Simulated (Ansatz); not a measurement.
Ansatz input file:

```yaml
crystal:
  lattice:
    - [2.0915012419, 1.207528805, 9.71233]
    - [-2.0915012419, 1.207528805, 9.71233]
    - [0.0, -2.41505761, 9.71233]
  atoms:
    - { symbol: Bi, position: [0.39806, 0.39806, 0.39806] }
    - { symbol: Bi, position: [0.60194, 0.60194, 0.60194] }
    - { symbol: Te, position: [0.0, 0.0, 0.0] }
    - { symbol: Se, position: [0.2116, 0.2116, 0.2116] }
    - { symbol: Se, position: [0.7884, 0.7884, 0.7884] }
basis:
  ecutwfc: 420
kpoints:
  mp_grid: { grid: [6, 6, 6] }
hamiltonian:
  xc: pbesol
scf:
  occupations: { method: gaussian, width: 0.1 }
output:
  forces: true
  stress: true
  eigenvalues: true
relax:
  adjacent_minimum: "off"
  f_tol: 0.05
  max_steps: 80
  cell: { stress_tol: 0.5 }
```

Command:
```bash
ansatz run input.yaml --threads 1 --pin off --max-ram 2560MiB --backend cpu --events-out ev --progress --plain --runs-dir out
```

Level of theory: DFT PBEsol, scalar-relativistic, plane waves, PAW (Ansatz 0.2.0).

From the run's log, abridged:

```
Pseudopotentials: kind: paw
Pseudopotential: Bi, paw, valence charge 15, recommended cutoff 420 eV (normal)
Pseudopotential: Te, paw, valence charge 16, recommended cutoff 420 eV (normal)
Pseudopotential: Se, paw, valence charge 16, recommended cutoff 420 eV (normal)
Functional definition: PBEsol
Crystal: 5 atoms, lattice volume = 147.174 Å³
Basis set: ecut = 420 eV, 2835 PW (Γ), FFT grids on a1−a3, a2−a3, a3, exchange–correlation on 60×60×144 points (8 copies of the dense FFT grid, shifted against one another)
Bands: 47, of which v1, the nominal top of the filled ones, is band 39 counted from 1 (38 counted from 0)
Symmetry: 12 space group operations
Space group: R-3m (ITA 166), of the structure as read, at distance tolerance 5.3e-5 Å
k-points: 32 of 216
Initial density: superposition of atomic densities (neutral atoms: chi_scale 0, normalization atom), corrected by the library's trained network
Initial wavefunctions: pseudopotential atomic-orbital guess
Functional: x = pbesol(κ = 0.804, μ = 0.12345679), c = pbesol(β = 0.046)
SCF iter   1: F=—  HF=-42235.085993 eV  |F-HF|=—  |Δ(HF+E_count)|=         —  Δρ=2.80e-3  dr2=3.56e-2  ethr=1.77e-3  ⟨swp⟩=8.3  Hψ=6357  notcnv=0
SCF iter   2: F=—  HF=-42235.077836 eV  |F-HF|=—  |Δ(HF+E_count)|=   8.16e-3  Δρ=1.30e-3  dr2=6.07e-3  ethr=4.56e-5  ⟨swp⟩=2.5  Hψ=2291  notcnv=0
SCF iter   3: F=—  HF=-42235.077122 eV  |F-HF|=—  |Δ(HF+E_count)|=   7.14e-4  Δρ=7.14e-4  dr2=1.18e-3  ethr=7.78e-6  ⟨swp⟩=1.8  Hψ=1605  notcnv=0
SCF iter   4: F=—  HF=-42235.077103 eV  |F-HF|=—  |Δ(HF+E_count)|=   1.89e-5  Δρ=3.34e-4  dr2=2.51e-4  ethr=1.51e-6  ⟨swp⟩=1.9  Hψ=1781  notcnv=0
SCF iter   5: F=—  HF=-42235.077117 eV  |F-HF|=—  |Δ(HF+E_count)|=   1.38e-5  Δρ=9.84e-5  dr2=2.10e-5  ethr=3.22e-7  ⟨swp⟩=2.0  Hψ=1791  notcnv=0
SCF iter   6: F=—  HF=-42235.077125 eV  |F-HF|=—  |Δ(HF+E_count)|=   8.35e-6  Δρ=2.14e-5  dr2=1.22e-6  ethr=2.69e-8  ⟨swp⟩=2.0  Hψ=1911  notcnv=0
SCF iter   7: F=—  HF=-42235.077126 eV  |F-HF|=—  |Δ(HF+E_count)|=   6.77e-7  Δρ=7.09e-6  dr2=1.07e-7  ethr=1.57e-9  ⟨swp⟩=2.0  Hψ=2694  notcnv=0
SCF iter   8: F=-42235.077126 eV  HF=-42235.077126 eV  |F-HF|=8.22e-9  |Δ(HF+E_count)|=   1.39e-7  Δρ=2.31e-6  dr2=1.61e-8  ethr=1.28e-10  ⟨swp⟩=10.3  Hψ=6800  notcnv=0
SCF 1 converged in 8 iterations: F = -42235.077126 eV  dr2 = 1.61e-8
relax step   1: F+E_penalty+E_count = -42235.07712599 eV  Δ(F+E_penalty+E_count) = +0.000e0 eV  max|allowed force component| = 1.777e0 eV/Å  Δτ_max = 0.0000 Å  P = +1.843 GPa  Ω = 147.174 Å³  (8 SCF iters, dr2 threshold 1.00e-7 eV, accepted)
Crystal: 5 atoms, lattice volume = 151.417 Å³
Basis set: ecut = 420 eV, 2937 PW (Γ), FFT grids on a1−a3, a2−a3, a3, exchange–correlation on 60×60×144 points (8 copies of the dense FFT grid, shifted against one another)
Initial density: handed on by an earlier stage of this run
Initial wavefunctions: those handed on with the density
SCF iter   1: F=—  HF=-42235.416396 eV  |F-HF|=—  |Δ(HF+E_count)|=         —  Δρ=7.02e-3  dr2=9.87e-2  ethr=1.27e-4  ⟨swp⟩=1.8  Hψ=7344  notcnv=0
SCF iter   2: F=—  HF=-42235.394539 eV  |F-HF|=—  |Δ(HF+E_count)|=   2.19e-2  Δρ=3.34e-3  dr2=2.79e-2  ethr=1.26e-4  ⟨swp⟩=2.1  Hψ=1791  notcnv=0
SCF iter   3: F=—  HF=-42235.390026 eV  |F-HF|=—  |Δ(HF+E_count)|=   4.51e-3  Δρ=1.62e-3  dr2=1.10e-2  ethr=3.58e-5  ⟨swp⟩=3.0  Hψ=2800  notcnv=0
SCF iter   4: F=—  HF=-42235.388679 eV  |F-HF|=—  |Δ(HF+E_count)|=   1.35e-3  Δρ=5.36e-4  dr2=7.97e-4  ethr=1.41e-5  ⟨swp⟩=2.2  Hψ=2085  notcnv=0
SCF iter   5: F=—  HF=-42235.388748 eV  |F-HF|=—  |Δ(HF+E_count)|=   6.90e-5  Δρ=1.48e-4  dr2=4.46e-5  ethr=1.02e-6  ⟨swp⟩=2.2  Hψ=1879  notcnv=0
SCF iter   6: F=—  HF=-42235.388770 eV  |F-HF|=—  |Δ(HF+E_count)|=   2.21e-5  Δρ=4.78e-5  dr2=3.67e-6  ethr=5.72e-8  ⟨swp⟩=2.0  Hψ=2697  notcnv=0
SCF iter   7: F=-42235.388775 eV  HF=-42235.388775 eV  |F-HF|=1.34e-7  |Δ(HF+E_count)|=   4.62e-6  Δρ=1.32e-5  dr2=2.96e-7  ethr=6.41e-10  ⟨swp⟩=8.2  Hψ=7400  notcnv=0
SCF 2 converged in 7 iterations: F = -42235.388775 eV  dr2 = 2.96e-7
relax step   2: F+E_penalty+E_count = -42235.38877521 eV  Δ(F+E_penalty+E_count) = -3.116e-1 eV  max|allowed force component| = 3.496e-1 eV/Å  Δτ_max = 0.1948 Å  P = +0.613 GPa  Ω = 151.417 Å³  energy of the carried Pulay correction = -6.693e-4 eV  (7 SCF iters, dr2 threshold 5.00e-7 eV, accepted)
Crystal: 5 atoms, lattice volume = 149.139 Å³
Basis set: ecut = 420 eV, 2865 PW (Γ), FFT grids on a1−a3, a2−a3, a3, exchange–correlation on 60×60×144 points (8 copies of the dense FFT grid, shifted against one another)
SCF iter   1: F=—  HF=-42235.434905 eV  |F-HF|=—  |Δ(HF+E_count)|=         —  Δρ=5.61e-3  dr2=1.14e-1  ethr=1.43e-4  ⟨swp⟩=1.0  Hψ=6637  notcnv=0
SCF iter   2: F=—  HF=-42235.415921 eV  |F-HF|=—  |Δ(HF+E_count)|=   1.90e-2  Δρ=2.58e-3  dr2=1.63e-2  ethr=1.43e-4  ⟨swp⟩=2.0  Hψ=1957  notcnv=0
SCF iter   3: F=—  HF=-42235.413168 eV  |F-HF|=—  |Δ(HF+E_count)|=   2.75e-3  Δρ=1.21e-3  dr2=1.95e-3  ethr=2.09e-5  ⟨swp⟩=1.5  Hψ=1891  notcnv=0
SCF iter   4: F=—  HF=-42235.412871 eV  |F-HF|=—  |Δ(HF+E_count)|=   2.97e-4  Δρ=3.94e-4  dr2=1.97e-4  ethr=2.50e-6  ⟨swp⟩=2.0  Hψ=2716  notcnv=0
SCF iter   5: F=—  HF=-42235.412888 eV  |F-HF|=—  |Δ(HF+E_count)|=   1.73e-5  Δρ=1.17e-4  dr2=2.03e-5  ethr=2.53e-7  ⟨swp⟩=2.0  Hψ=2752  notcnv=0
SCF iter   6: F=—  HF=-42235.412886 eV  |F-HF|=—  |Δ(HF+E_count)|=   2.28e-6  Δρ=2.90e-5  dr2=1.48e-6  ethr=2.60e-8  ⟨swp⟩=2.0  Hψ=2752  notcnv=0
SCF iter   7: F=-42235.412886 eV  HF=-42235.412886 eV  |F-HF|=2.93e-8  |Δ(HF+E_count)|=   2.40e-7  Δρ=8.23e-6  dr2=1.73e-7  ethr=6.41e-10  ⟨swp⟩=7.5  Hψ=6760  notcnv=0
SCF 3 converged in 7 iterations: F = -42235.412886 eV  dr2 = 1.73e-7
relax step   3: F+E_penalty+E_count = -42235.41288605 eV  Δ(F+E_penalty+E_count) = -2.411e-2 eV  max|allowed force component| = 8.914e-3 eV/Å  Δτ_max = 0.1001 Å  P = +0.059 GPa  Ω = 149.139 Å³  energy of the carried Pulay correction = -3.124e-4 eV  (7 SCF iters, dr2 threshold 5.00e-7 eV, accepted)
Initial wavefunctions: pseudopotential atomic-orbital guess (no wavefunctions were taken with the density)
SCF iter   1: F=—  HF=-42235.412409 eV  |F-HF|=—  |Δ(HF+E_count)|=         —  Δρ=2.68e-4  dr2=2.57e-6  ethr=1.56e-7  ⟨swp⟩=4.0  Hψ=10674  notcnv=0
SCF iter   2: F=—  HF=-42235.413006 eV  |F-HF|=—  |Δ(HF+E_count)|=   5.97e-4  Δρ=1.36e-4  dr2=6.42e-7  ethr=3.30e-9  ⟨swp⟩=2.0  Hψ=2018  notcnv=0
SCF iter   3: F=—  HF=-42235.413192 eV  |F-HF|=—  |Δ(HF+E_count)|=   1.86e-4  Δρ=5.36e-6  dr2=1.95e-8  ethr=8.24e-10  ⟨swp⟩=2.0  Hψ=1916  notcnv=0
SCF iter   4: F=—  HF=-42235.413192 eV  |F-HF|=—  |Δ(HF+E_count)|=   2.42e-7  Δρ=1.35e-6  dr2=9.94e-9  ethr=6.41e-12  ⟨swp⟩=7.6  Hψ=7173  notcnv=0
SCF iter   5: F=-42235.413192 eV  HF=-42235.413192 eV  |F-HF|=1.16e-10  |Δ(HF+E_count)|=  8.88e-10  Δρ=5.74e-7  dr2=9.09e-10  ethr=6.41e-12  ⟨swp⟩=3.0  Hψ=4999  notcnv=0
SCF 4 converged in 5 iterations: F = -42235.413192 eV  dr2 = 9.09e-10
SCF converged after 5 iterations
Free energy (F): -42235.413192 eV
Harris-Foulkes:  -42235.413192 eV  (|F-HF|=1.16e-10)
Internal energy: -42235.413192 eV  (E = F + TS)
E sigma→0 (E₀):  -42235.413192 eV
Entropy (-TS):    0.000000 eV ( 0.000 meV/atom)
Fermi energy:    9.381413 eV
--- Per-component energies (eV) ---
  E_band       = -1221.273280
  E_kinetic    = 1020.447357
  E_local      = -9132.805341  (includes V_loc(G=0)·N_el)
  E_nonlocal   = -365.344304
  E_hartree    = 4182.821174
  E_xc         = -631.584518
  E_vxc        = -589.598687  (∫ρ·V_xc dr)
  E_paw        = -29339.048894  (= ΣΔE_a)
  E_vpaw       = -519.612703  (= ΣTr[D̂ρ^β])
  E_aug_tail   = -0.002225  (compensation charges beyond the density's cutoff)
  E_ewald      = -7972.467662
  E_core_change = 2.571221  (= ΣΔE_core)
  E_smearing   =  0.000000  (= −TS)
--- Forces (eV/Å), atoms counted from 1 ---
  atom   1  Bi     0.00000000     0.00000000    -0.00422218
  atom   2  Bi     0.00000000     0.00000000     0.00422218
  atom   3  Te     0.00000000     0.00000000     0.00000000
  atom   4  Se     0.00000000     0.00000000     0.00911794
  atom   5  Se     0.00000000     0.00000000    -0.00911794
--- Stress (GPa, compression-positive) ---
        0.185772       0.000000       0.000000
        0.000000       0.185772       0.000000
        0.000000       0.000000      -0.198704
  P = ⅓ Tr σ = 0.0576 GPa (0.576 kbar)
--- Band table (eV; the first three rows and the last of 32) ---
  k-point 0: bands = ["-38.3418", "-38.3418", "-38.3415", "-38.3415", "-38.3347", "-38.3347", "-38.3339", "-38.3339", "-38.3312", "-38.3309", "-27.1776", "-27.1660", "-27.1660", "-27.1180", "-27.1180", "-13.9188", "-13.9188", "-13.9171", "-13.9171", "-13.9075", "-13.9057", "-13.8983", "-13.8983", "-13.8975", "-13.8975", "-5.0529", "-4.4914", "-2.8147", "-0.4948", "0.7503", "6.9189", "6.9229", "7.1413", "7.1413", "7.3616", "7.3616", "8.4565", "8.4565", "9.1171", "9.6457", "10.3104", "10.3104", "11.3566", "11.6684", "11.6684", "14.1177", "15.7172"]
  k-point 1: bands = ["-38.3418", "-38.3418", "-38.3415", "-38.3415", "-38.3347", "-38.3347", "-38.3340", "-38.3339", "-38.3312", "-38.3309", "-27.1774", "-27.1662", "-27.1661", "-27.1180", "-27.1175", "-13.9227", "-13.9207", "-13.9143", "-13.9126", "-13.9044", "-13.9028", "-13.9004", "-13.8992", "-13.8979", "-13.8966", "-4.8129", "-4.2867", "-2.6400", "-0.6653", "0.4793", "5.7687", "5.8165", "6.6251", "6.7073", "7.1352", "7.8344", "8.0598", "8.2584", "8.5914", "10.4538", "10.6814", "11.0305", "11.4065", "11.7064", "12.5714", "13.7627", "14.7551"]
  k-point 2: bands = ["-38.3417", "-38.3417", "-38.3415", "-38.3414", "-38.3348", "-38.3347", "-38.3341", "-38.3339", "-38.3311", "-38.3309", "-27.1768", "-27.1666", "-27.1662", "-27.1179", "-27.1164", "-13.9317", "-13.9293", "-13.9095", "-13.9071", "-13.9070", "-13.9048", "-13.8949", "-13.8929", "-13.8926", "-13.8918", "-4.1603", "-3.7762", "-2.2385", "-1.2590", "-0.2564", "4.3926", "5.3629", "5.7761", "6.1082", "6.3886", "6.6938", "7.7368", "8.2350", "8.5761", "10.1129", "10.9277", "11.1510", "12.1559", "12.7081", "12.9984", "13.6326", "15.1085"]
  k-point 31: bands = ["-38.3418", "-38.3418", "-38.3415", "-38.3415", "-38.3347", "-38.3347", "-38.3339", "-38.3339", "-38.3312", "-38.3309", "-27.1776", "-27.1660", "-27.1660", "-27.1180", "-27.1180", "-13.9188", "-13.9188", "-13.9171", "-13.9171", "-13.9073", "-13.9060", "-13.8983", "-13.8983", "-13.8974", "-13.8974", "-4.8944", "-4.7457", "-2.5162", "-0.9648", "1.0756", "6.4261", "7.1150", "7.1150", "7.4268", "7.4268", "7.4313", "8.3472", "8.3472", "8.8508", "9.9148", "10.6866", "10.6866", "11.2414", "11.2792", "11.2792", "14.1429", "15.4120"]
--- Relaxed structure (3 steps of the walk, 3 accepted, 1 SCFs on fresh bases) ---
  F+E_penalty+E_count = -42235.41319248 eV   max|allowed force component| = 9.118e-3 eV/Å   (the final SCF, on the basis selected at the relaxed cell)
  cell:  # Å, volume = 149.1391 Å³
    - [2.10140252, 1.21324531, 9.74950397]
    - [-2.10140252, 1.21324531, 9.74950397]
    - [0.0, -2.42649062, 9.74950397]
  atoms:
    - { symbol: Bi, position: [0.40548234, 0.40548234, 0.40548234] }
    - { symbol: Bi, position: [0.59451765, 0.59451765, 0.59451765] }
    - { symbol: Te, position: [0.0, 0.0, 0.0] }
    - { symbol: Se, position: [0.20881214, 0.20881214, 0.20881214] }
    - { symbol: Se, position: [0.79118785, 0.79118785, 0.79118785] }
```

The relaxation met its thresholds.

It took 66 s on 1 thread of Arm Neoverse V1 (shared host), peak memory 0.52 GiB.

The k mesh is coarse. Spin–orbit coupling is left out, which can shift energies with elements as heavy as these.